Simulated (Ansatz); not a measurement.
Q: Si$_{2}$Ni (fluorite or antifluorite type, Fm-3m) is relaxed with r²SCAN (plane waves, PAW; program Ansatz). What lattice parameters of the conventional cell result?

A: a = 5.387 Å.

Q: Is it a metal or does it have a gap at this level?

A: No gap at this level.

Symmetry was held in the r²SCAN relaxation. No spin polarisation was allowed.

Potentials: the earlier of the program's two PAW sets.
